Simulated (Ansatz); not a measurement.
Structure: COD 9011003, as refined from experiment and not relaxed. The listed cell was then made from it by scaling, straining or moving an atom.

Li: DFT, PBEsol, all-electron PAW with datasets made for the crystal, scalar-relativistic (Ansatz 0.2.0). What sets it apart from a plain run of this crystal: volume scaled by 0.99.

Command: `ansatz run input.yaml --threads 1 --pin off --max-ram 3072MiB --backend cpu --events-out ev --progress --plain --runs-dir out` The run took 1.7 s on 1 thread of Intel(R) Xeon(R) 6975P-C (Granite Rapids), on a shared host, peak memory 0.31 GiB.

```yaml
crystal:
  lattice:
    - [3.1005973844, 0.0, 0.0]
    - [-1.5502986922, 2.6851961018, 0.0]
    - [0.0, 0.0, 5.075966428]
  atoms:
    - { symbol: Li, position: [0.3333333333, 0.6666666667, 0.25] }
    - { symbol: Li, position: [0.6666666667, 0.3333333333, 0.75] }
kpoints:
  mp_grid: { grid: [15, 15, 8] }
scf:
  occupations: { method: fermi_dirac, width: 0.03 }
hamiltonian:
  xc: pbesol
  pseudopotentials: { kind: all_electron, datasets: crystal }
output:
  forces: true
  stress: true
  eigenvalues: true
  efg: { contact_densities: true }
```

Output (standing set-up lines are left out):

```
Crystal: 2 atoms, lattice volume = 42.261 Å³
iter 1 solved again at ethr=2.11e-4 eV; its pass at ethr=1.00e-1 eV (dr2=4.22e-3 eV) is discarded
SCF iter   1: F=—  HF=-405.960542 eV  |F-HF|=—  |Δ(HF+E_count)|=         —  Δρ=2.80e-3  dr2=4.30e-3  ethr=2.11e-4  ⟨swp⟩=4.3  Hψ=5148  notcnv=0
preconditioner: auto → none  [metal: Δε(μ)=0.017 eV  Ē_g=6.271 eV  σ=0.030 eV  W_gap=0.14  n_scr=2 (ndim 8)  ℏωp=8.1 eV  f_vac=0.000  D(μ)=1.08/eV (n_scr^D=2)  sad-step TF]
SCF iter   2: F=—  HF=-405.990954 eV  |F-HF|=—  |Δ(HF+E_count)|=   3.04e-2  Δρ=1.92e-3  dr2=2.16e-3  ethr=2.11e-4  ⟨swp⟩=2.1  Hψ=1164  notcnv=0
iter 3 solved again at ethr=3.01e-6 eV; its pass at ethr=1.08e-4 eV (dr2=6.02e-5 eV) is discarded
SCF iter   3: F=—  HF=-405.998419 eV  |F-HF|=—  |Δ(HF+E_count)|=   7.47e-3  Δρ=3.10e-4  dr2=5.78e-5  ethr=3.01e-6  ⟨swp⟩=2.0  Hψ=3160  notcnv=0  defer=2
SCF iter   4: F=—  HF=-405.998436 eV  |F-HF|=—  |Δ(HF+E_count)|=   1.69e-5  Δρ=9.20e-5  dr2=5.06e-6  ethr=2.89e-6  ⟨swp⟩=1.8  Hψ=839  notcnv=0  defer=1
SCF iter   5: F=-405.998438 eV  HF=-405.998438 eV  |F-HF|=4.41e-10  |Δ(HF+E_count)|=   1.88e-6  Δρ=7.64e-7  dr2=3.65e-10  ethr=2.53e-7  ⟨swp⟩=1.8  Hψ=836  notcnv=0  defer=1
SCF 1 converged in 5 iterations: F = -405.998439 eV  dr2 = 3.65e-10
  Residual-converged pass: ⟨swp⟩=3.0  Hψ=1046  notcnv=0  max |occ|·‖R‖ = 5.2e-6 eV (tolerance 5.3e-6 eV)  dr2=5.40e-10  dr2_onsite=1.21e-9  max |Δocc| = 3.2e-8
  greatest PAW one-centre occupation: 0.111 electrons in one spin orbital (limit 2), on the Li atom at site 1 (counted from 0), in its partial waves of l = 0
SCF converged after 5 iterations
Free energy (F): -405.998439 eV
Harris-Foulkes:  -405.998439 eV  (|F-HF|=4.41e-10)
Internal energy: -405.995187 eV  (E = F + TS)
E sigma→0 (E₀):  -405.996813 eV
Entropy (-TS):   -0.003252 eV (-1.626 meV/atom)
Past the cutoff: the bands carry plane waves up to 1.75 times it, of which those up to 1.5 times it add -0.000047 eV an atom, each by itself; the spheres take 0.000044 eV an atom off the energy for waves past 1.75 times it
By the cutoff:   a pressure is off by up to 0.004 GPa (1.2 times the spheres' own share and the shells' term, over an atom's volume, and 0.004 GPa: a bound that held against runs at twice the plane waves)
Past the cutoffs: a stress includes 0.0001 GPa for waves and charges beyond them, in addition to the slope of what the spheres take
In the spheres:  the bands' charges fall short by 1.2e-6 e at most (sound up to 1e-3)
Fermi energy:    0.783294 eV
--- Per-component energies (eV) ---
  The terms above E_closure are by the made datasets' own strengths, without shells solved beside the bands.
--- Forces (eV/Å), atoms counted from 1 ---
  atom   1  Li     0.00000000    -0.00000000    -0.00000000
  atom   2  Li     0.00000000     0.00000000     0.00000000
  max |Σ_I F_I| component: 1.16e-18 eV/Å
--- Stress (GPa, compression-positive) ---
       -0.578048      -0.000000       0.000000
       -0.000000      -0.578048       0.000000
        0.000000       0.000000      -0.555936
  P = ⅓ Tr σ = -0.5707 GPa (-5.707 kbar)
--- PAW observables at the nuclei: V_zz in 10²¹ V/m², potentials from the cell's mean, atoms counted from 1 ---
  atom   1  Li V_zz =    -0.001251   η = 0.0000   by run symmetry: allowed
            electrostatic potential = -160.466623 V   contact ρ = 93.262925 e/Å³
  atom   2  Li V_zz =    -0.001251   η = 0.0000   by run symmetry: allowed
            electrostatic potential = -160.466623 V   contact ρ = 93.262925 e/Å³
--- Band table (eV; the first three rows and the last of 135) ---
  k-point 0: bands = ["-2.7271", "0.7713", "3.5470"]
  k-point 1: bands = ["-2.6586", "0.3931", "4.0877"]
  k-point 2: bands = ["-2.4531", "-0.3232", "5.2890"]
  k-point 134: bands = ["2.9059", "2.9059", "3.4855"]
```
